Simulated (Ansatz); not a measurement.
The numbers come from plane-wave PAW DFT (Ansatz): r2SCAN, no spin polarisation, 500 eV, 3×3×3 (shifted by 0.5, 0, 0 steps) k points, methfessel-paxton occupations (width 0.1663 eV). Nothing was relaxed.

Computed maps in the lattice plane spanned by b (left to right, 7.56 Å, 23 points from zero) and c (bottom to top, 7.66 Å, 23 points from zero), 60° apart, at height 0.372 along a. The fields are smooth PAW ones with compensation charges, not the true ones near nuclei.

Valence density. Digits on a logarithmic scale: 0 up to 0.03 e/Å³, each further digit a factor of 1.6, 9 from 1.3 e/Å³ up:
```
42235788887531235788886
64224688688743235788788
75324688548864224688478
86433468878875323578878
86432356888875322357888
76432235677765322235677
54432223455554322223455
33322222334443332222233
11223333333333333433221
00123455543222345555421
10124567664322345677653
31124678876533346788875
53224688888653346888887
64334678658864345787288
76555578847875334688678
86666667888876433568888
76678876788875432356788
65579997666665432234566
44458997544444322222344
22346787543322223332222
11234666542111233444321
10134667653211234566542
21135678865311235678764
```

The cell is Yb2CdS4. Which atoms lie within 0.2 Å of this plane, and where (fractions of b and c)?

S at (0.38, 0.37), S at (0.87, 0.87), S at (0.37, 0.87), S at (0.87, 0.38). The whole cell:
```
S Yb Cd
1.0
    -0.01197    5.52012    5.33876
     5.36749    0.00914    5.31765
     5.35285    5.48437    0.02377
S Yb Cd
8 4 2
Direct
  0.37154 0.38227 0.37247
  0.39205 0.87132 0.86844
  0.37823 0.36714 0.87411
  0.86554 0.37721 0.88106
  0.88517 0.37025 0.37972
  0.86936 0.87753 0.87035
  0.37990 0.86576 0.37587
  0.86882 0.87358 0.37665
  0.63041 0.62120 0.62374
  0.12350 0.62676 0.63372
  0.62076 0.63083 0.12121
  0.62021 0.11476 0.63468
  0.00607 0.00019 0.00060
  0.24826 0.25921 0.24827
```

Origin: a strained cell with displaced atoms, so it need not be a known compound. Caveats: no spin polarisation, so a magnetic state may lie lower; the k mesh is coarse if the cell is a metal; atoms or cell far from equilibrium; wide smearing; f levels without a U or exact exchange are poorly placed.
